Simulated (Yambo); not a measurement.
G0W0@PBEsol for Ca2Ge (anti-fluorite, space group Fm-3m, No. 225) in Yambo. Reference settings: 4×4×4 Γ-centred k mesh, bands 3 to 170 and a 8 Ry block in the screening, 170 bands in G with the Bruneval-Gonze terminator, plasmon pole fitted at 27.2 eV. The PBEsol gap X → X on this mesh is 0.50 eV; G0W0 gaps are taken between the same points.

Gap (X → X) in eV against the number of bands and the screening block, terminator on:

| bands (W and G) | 2 Ry | 3 Ry | 5 Ry | 6 Ry | 8 Ry |
|---|---|---|---|---|---|
| 38 | 1.141 | 1.184 | 1.209 | 1.216 | 1.222 |
| 62 | 1.122 | 1.183 | 1.233 | 1.245 | 1.254 |
| 93 | 1.126 | 1.197 | 1.268 | 1.285 | 1.298 |
| 130 | 1.128 | 1.206 | 1.290 | 1.313 | 1.327 |
| 170 | 1.130 | 1.209 | 1.299 | 1.325 | 1.343 |

Rough cost of the Yambo step against the reference (shared machines):

| bands (W and G) | 2 Ry | 3 Ry | 5 Ry | 6 Ry | 8 Ry |
|---|---|---|---|---|---|
| 38 | 1/10 | 1/10 | 1/10 | 1/10 | 1/9 |
| 62 | 1/7 | 1/7 | 1/6 | 1/6 | 1/5 |
| 93 | 1/5 | 1/5 | 1/4 | 1/4 | 1/3 |
| 130 | 1/3 | 1/3 | 1/3 | 1/2 | 1/2 |
| 170 | 1/2 | ~1 | ~1 | ~1 | 1 |

At the largest block the last step in bands moves the gap by 0.016 eV; at the most bands the last step in the block moves it by 0.018 eV.

Spin-orbit splittings are left out.

The standard potential for Ge keeps a d shell in the valence without the s and p states of that shell. In tests on such compounds this moved G0W0 gaps by up to about 0.9 eV, so absolute quasiparticle energies here are unreliable; differences between settings are what counts.

Geometry relaxed with PBEsol; primitive cell a = b = c = 5.0292 Å, α = β = γ = 60.00°.

The structure is a Materials Project entry; no match was found in the copy of COD used, and its stability was not checked.
